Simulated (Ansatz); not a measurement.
Starting cell, Ga₂O₃ (beta-Ga2O3 type, space group C2/m):

```
Ga2O3
1.0
    6.22799    -1.54164     0.00000
    6.22799     1.54164     0.00000
   -1.39171     0.00000     5.71014
Ga O
4 6
Direct
  0.08990   0.08990   0.79472
  0.91010   0.91010   0.20528
  0.65849   0.65849   0.31418
  0.34151   0.34151   0.68582
  0.16348   0.16348   0.10915
  0.83652   0.83652   0.89085
  0.17370   0.17370   0.56434
  0.82630   0.82630   0.43566
  0.49601   0.49601   0.25670
  0.50399   0.50399   0.74330
```

A phonon eigenvector at Γ is frozen into this cell: atom i moves by Q times the vector below, so Q is the largest atomic displacement, in Å. The cell is held.

```json
[
 {"atom": "Ga1", "x": "0.085", "y": "0.000", "z": "0.022"},
 {"atom": "Ga2", "x": "-0.085", "y": "0.000", "z": "-0.022"},
 {"atom": "Ga3", "x": "0.033", "y": "0.000", "z": "0.062"},
 {"atom": "Ga4", "x": "-0.033", "y": "0.000", "z": "-0.062"},
 {"atom": "O5", "x": "-0.082", "y": "0.000", "z": "-0.997"},
 {"atom": "O6", "x": "0.082", "y": "0.000", "z": "0.997"},
 {"atom": "O7", "x": "-0.772", "y": "0.000", "z": "0.586"},
 {"atom": "O8", "x": "0.772", "y": "0.000", "z": "-0.586"},
 {"atom": "O9", "x": "-0.385", "y": "0.000", "z": "-0.104"},
 {"atom": "O10", "x": "0.385", "y": "0.000", "z": "0.104"}
]
```

These are PBE (plane waves to 420 eV, PAW, scalar-relativistic; Ansatz, a first-principles code) values and carry that method's errors. k mesh 11×11×6 (Γ-centred), Fermi-Dirac smearing 0.05 eV. E stands for the smeared free energy. Ga2O3 was relaxed with its symmetry unable to fall. The PAW data are Ansatz's earlier set. ΔE is measured from the undisplaced structure.

```tsv
Q (Å)	ΔE (meV/cell)
-0.1000	602
-0.0833	422
-0.0667	272
-0.0500	155
-0.0333	69
-0.0167	18
0.0000	0
0.0167	18
0.0333	72
0.0500	withheld
0.0667	296
0.0833	468
0.1000	683
```

Question: Fit a polynomial form (powers 2, 3, 4) to the given rows and predict ΔE at Q = 0.0500.

Answer: Least squares on the 12 given rows: ΔE = (63680)·Q² + (40310)·Q³ + (58430)·Q⁴, in meV/cell with Q in Å; root-mean-square residual 0.3 meV/cell. At 0.0500 the fit gives 165 meV/cell; the calculation gives 164 meV/cell, so the interpolation is off by 1 (+0.6 %). The quadratic term alone would give 159 meV/cell.

(For displaced atoms, the force is minus the slope of the energy, and its curvature is a force constant, which sets phonon frequencies.)
